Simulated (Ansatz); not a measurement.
InRu:
Space group P6/mmm (No. 191); a = b = 5.5155 Å, c = 4.5921 Å, α = β = 90.00°, γ = 120.00°

```json
[
 {"atom": "Ru", "site": "3f", "symmetry": "mmm", "x": "0.0000", "y": "0.5000", "z": "0.0000"},
 {"atom": "In", "site": "2d", "symmetry": "-6m2", "x": "0.3333", "y": "0.6667", "z": "0.5000"},
 {"atom": "In", "site": "1a", "symmetry": "6/mmm", "x": "0.0000", "y": "0.0000", "z": "0.0000"}
]
```

Relaxed at zero pressure with plane-wave PAW PBE (Ansatz code).

Problem. The volume is lowered by 3 % and shape and atoms relax at that volume. What pressure results, and how do the axes share the change?

Solution. 4.2 GPa; a -0.9 %, b -0.9 %, c -1.3 %; the energy rises by 8 meV/atom.

Problem. Give the new structure.

Solution. 
Space group P6/mmm (No. 191); a = 5.466 Å, b = 5.466 Å, c = 4.535 Å, α = 90.00°, β = 90.00°, γ = 120.00°

```json
[
 {"atom": "Ru", "site": "3f", "symmetry": "mmm", "x": "0.0000", "y": "0.5000", "z": "0.0000"},
 {"atom": "In", "site": "2d", "symmetry": "-6m2", "x": "0.3333", "y": "0.6667", "z": "0.5000"},
 {"atom": "In", "site": "1a", "symmetry": "6/mmm", "x": "0.0000", "y": "0.0000", "z": "0.0000"}
]
```

The phase is kept; no other phase was compared at this pressure.

The start of the workflow was typed in or built on a structure type; neither database checked (COD, Materials Project) lists it. Its standing as an ambient phase is unchecked. Symmetry was held in the PBE relaxation; whether a distortion lowers the energy is not shown. No spin polarisation was allowed. Its formation energy is positive at this level, so the cell may be metastable or incomplete. Axis ratios of metals converge slowly with the k-mesh, so a and c are less sure than the volume.

Potentials: the earlier of the program's two PAW sets.
